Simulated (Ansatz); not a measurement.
Relaxed-ion elastic tensor of GdScO₃ (cubic perovskite, space group No. 221) in GPa (Voigt order), plane-wave PAW PBEsol (Ansatz code); density 6.59 g/cm³, 12.60 Å³ per atom.

```
 368  72.0  72.0   0.0   0.0   0.0
72.0   368  72.0   0.0   0.0   0.0
72.0  72.0   368   0.0   0.0   0.0
 0.0   0.0   0.0  65.5   0.0   0.0
 0.0   0.0   0.0   0.0  65.5   0.0
 0.0   0.0   0.0   0.0   0.0  65.5
```

**Question.** Is the crystal mechanically stable?

**Answer.** Yes: the smallest eigenvalue of C is 65.5 GPa.

**Question.** Work out the Voigt, Reuss and Hill averages.

**Answer.** K_V = 171, K_R = 171, K_H = 171; G_V = 98.6, G_R = 84.3, G_H = 91.5 GPa.

**Question.** Give Young's modulus, Poisson's ratio, Pugh's ratio and the universal anisotropy index.

**Answer.** E = 9KG/(3K + G) = 233 GPa; ν = 0.27; K/G = 1.87 (ductile by the Pugh limit of 1.75); A_U = 5G_V/G_R + K_V/K_R − 6 = 0.85.

**Question.** Estimate the sound speeds and the Debye temperature.

**Answer.** v_l = √((K + 4G/3)/ρ) = 6660 m/s, v_t = √(G/ρ) = 3720 m/s, mean 4150 m/s; Θ = (h/k)(3n/4πV)^(1/3) v_m = 530 K.

**Question.** Give the Zener ratio and Young's modulus along [100], [110] and [111].

**Answer.** A = 2C44/(C11 − C12) = 0.44; 1/E = S11 − 2(S11 − S12 − S44/2)Γ with Γ = 0, 1/4, 1/3 gives 345, 199, 174 GPa.

**Question.** Solve the Christoffel equation for the three sound speeds along [100], [110], [111].

**Answer.** Eigenvalues of C_ijkl n_j n_l equal ρv². In km/s, slowest first: [100] 3.15, 3.15, 7.47; [110] 3.15, 4.74, 6.58; [111] 4.28, 4.28, 6.26.

Space group Pm-3m (cubic perovskite). A made-up cell: these elements were put on the sites of a structure type; neither database checked (COD, Materials Project) lists it. COD files the formula under space group No. 62. Its standing as an ambient phase is unchecked. The cell was relaxed with PBEsol under the symmetry of its start. At this level the phase is dynamically unstable (imaginary phonons). Spin order of the final state: ferromagnetic, chosen from 3 collinear starts compared on coarse meshes (ties went to the first, and starts can fall back to one state), not a proven ground state. Caveat: open 4f shells can settle in a state that is not the lowest. No Hubbard U is applied. Scalar-relativistic: spin–orbit coupling is off unless named, which matters more the heavier the elements.

Potentials: the earlier of the program's two PAW sets. The files were generated under PBE; for other functionals the program regenerates the frozen cores, and for LDA and PBEsol the local potential too.
